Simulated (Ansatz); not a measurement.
The elements of this relaxed trial crystal are hidden behind letters.

```
lattice vectors (Å)
   4.4054    0.0000    0.0000
   0.0000    4.4054    0.0000
   0.0000    0.0000   12.4130
fractional positions
X 0.5000 0.5000 0.2495
X 0.0000 0.0000 0.5000
X 0.5000 0.5000 0.7505
Z 0.0000 0.0000 0.0000
Q 0.5000 0.0000 0.3747
Q 0.0000 0.5000 0.6253
Q 0.5000 0.0000 0.8753
Q 0.0000 0.5000 0.1247
```

All numbers below come from DFT PBE, scalar-relativistic, plane waves, PAW (Ansatz). Settings of the last relaxation (8-atom cell): 420 eV, 6×6×4 k points, Gaussian smearing of 0.02 eV, no spin polarisation.

* Space group: P-4m2 (No. 115)
* Conventional cell: a = 4.405 Å, c = 12.413 Å
* Volume per atom: 30.11 Å³
* Density: 4.40 g/cm³
* Energy over the elements: −0.167 eV/atom
* Gap on the 6×6×4 mesh of the 8-atom cell: 0.74 eV

Energies are uncorrected and count from the elements' standard states at the same level.

Task: X is a p-block element of period 3, Z is a p-block element of period 4 and Q is a p-block element of period 5. Which elements are they?

Result: X = Al, Z = Ga, Q = Sb, so the formula is Al3GaSb4. Density times volume gives a mean mass of 4.40 × 30.11/1.6605 = 79.8 u per atom, and this set has 79.7 u. Al on a site of symmetry 2mm has 4 Sb at 2.69–2.70 Å; Ga has 4 Sb at 2.69 Å; around Sb on its first site lie 4 Al at 2.70 Å; 2 more sites not described. Other sets within the hints have nearly the same mass, so mass alone doesn't settle it; this one was computed.

Spin–orbit coupling, which can matter for Sb, is left out. Kohn–Sham gaps at this level usually fall short of measured ones. The missing spin–orbit coupling can work the other way here. A later test with randomly moved atoms came back to the same energy, though modes that don't fit the test's cell weren't probed.
